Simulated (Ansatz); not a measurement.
## Se (Pm-3m), two-dimensional strain map

Level of theory: Ansatz, DFT LDA, scalar-relativistic, plane waves, PAW. Cutoff 420 eV, Γ-centred 16×16×16 k-points, Gaussian smearing of 0.15 eV. No spin polarisation. Energies are free energies at this smearing, counted from the undisturbed cell; pressure is positive in compression.

Reference structure (as given, not relaxed at this level; it stands at -3.5 GPa; this simple cubic form isn't the usual structure):

```
Se
1.0
     2.81056    0.00000    0.00000
     0.00000    2.81056    0.00000
     0.00000    0.00000    2.81056
Se
1
Direct
  0.00000 0.00000 0.00000
```

The cell is strained by p along both x and y and by q along z, fractional coordinates fixed. Points are written (p, q).

Energy above the undisturbed cell in meV/atom (a dash: not computed):

```csv
p \ q,-0.030,-0.015,0.000,0.015,0.030
-0.030,1.4,-4.4,-6.0,-3.7,1.4
-0.015,-8.7,-11.1,-9.0,-3.4,5.2
0.000,-6.7,-5.4,0.0,8.9,20.6
0.015,5.4,–,19.3,–,46.0
0.030,26.8,34.7,46.9,62.1,79.7
```

Pressure in GPa:

```
 p \ q  -0.030  -0.015  0.000  0.015  0.030
-0.030     4.4     2.9    1.5    0.4   -0.7
-0.015     1.4     0.0   -1.2   -2.3   -3.2
 0.000    -1.1    -2.4   -3.5   -4.5   -5.3
 0.015    -3.2       –   -5.4      –   -7.0
 0.030    -4.9    -6.0   -7.0   -7.8   -8.5
```